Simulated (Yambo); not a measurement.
# Convergence of the G0W0 gap of K$_{2}$Te

G0W0@PBEsol for K2Te (anti-fluorite, space group Fm-3m, No. 225) in Yambo. Reference settings: 2×2×2 Γ-centred k mesh, 380 bands and a 7 Ry block in the screening, 380 bands in G with the Bruneval-Gonze terminator, plasmon pole fitted at 27.2 eV. The PBEsol gap L → Γ on this mesh is 1.95 eV; G0W0 gaps are taken between the same points.

| change from the reference | G0W0 gap L → Γ (eV) | shift of the valence edge (eV) | rough Yambo cost |
|---|---|---|---|
| reference settings | 3.64 | -1.49 | 1 |
| 134 bands in W, 134 bands in G | 3.56 | -1.24 | about 1/3 |
| 240 bands in W, 240 bands in G | 3.60 | -1.40 | within a factor of two |
| 240 bands in G | 3.64 | -1.47 | – |
| 1 Ry block | 3.19 | -1.08 | within a factor of two |
| 3 Ry block | 3.43 | -1.30 | within a factor of two |
| 6 Ry block | 3.63 | -1.47 | within a factor of two |
| pole fitted at 10 eV | 3.55 | -1.30 | – |
| no random integration | 3.54 | -1.23 | – |
| 134 bands in G, no terminator | 3.46 | -1.07 | – |
| 240 bands in G, no terminator | 3.57 | -1.32 | – |
| no terminator | 3.62 | -1.42 | – |

The reference isn't shown to be the converged limit. Costs are rough (shared machines), scaled to the same edge states, and given only for runs that recompute the screening.

The standard potential for Te keeps a d shell in the valence without the s and p states of that shell. In tests on such compounds this moved G0W0 gaps by up to about 0.9 eV, so absolute quasiparticle energies here are unreliable; differences between settings are what counts.

Spin-orbit coupling is included.

Geometry relaxed with PBEsol; primitive cell a = 5.7199 Å, b = 5.7199 Å, c = 5.7199 Å, α = 60.00°, β = 60.00°, γ = 60.00°.

A shift is the quasiparticle energy of the state minus its PBEsol energy.
